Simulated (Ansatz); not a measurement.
ZrTa:
```
CELL_PARAMETERS angstrom
      0.00000     2.82133     2.82133
      2.82133     0.00000     2.82133
      2.82133     2.82133     0.00000
ATOMIC_POSITIONS crystal
  Ta 0.00000 0.00000 0.00000
  Zr 0.50000 0.50000 0.50000
```

Relaxed with r²SCAN in the plane-wave PAW code Ansatz. Indices refer to the conventional cell of Fm-3m, a = b = c = 5.6427 Å, α = β = γ = 90.00°.

Q: Simulate the powder diffraction pattern (Cu Kα, λ = 1.54184 Å; lines above 1 %) up to 2θ = 90°.

A: Simulated powder pattern, Cu Kα, λ = 1.54184 Å (kinematic, ideal powder, no thermal factors, no anomalous dispersion; the 30 strongest lines at most, above 1 %, up to 2θ = 90°):

```tsv
2θ (°)	d (Å)	I/Imax (%)	hkl
27.38	3.258	20	(111)
31.72	2.821	100	(200)
45.47	1.995	75	(220)
53.89	1.701	10	(311)
56.49	1.629	26	(222)
66.25	1.411	12	(400)
73.10	1.295	4.4	(331)
75.32	1.262	34	(420)
84.03	1.152	26	(422)
```

The start of the workflow was typed in or built on a structure type; neither database checked (COD, Materials Project) lists it. Whether it is the stable phase at ambient conditions was not checked. The cell was relaxed with r²SCAN under the symmetry of its start. At this level the phase is mechanically unstable. The run is not spin-polarised. Its formation energy is positive at this level, so the cell may be metastable or incomplete. Spin–orbit coupling is left out wherever it is not named.

Potentials: the later of the program's two PAW sets.
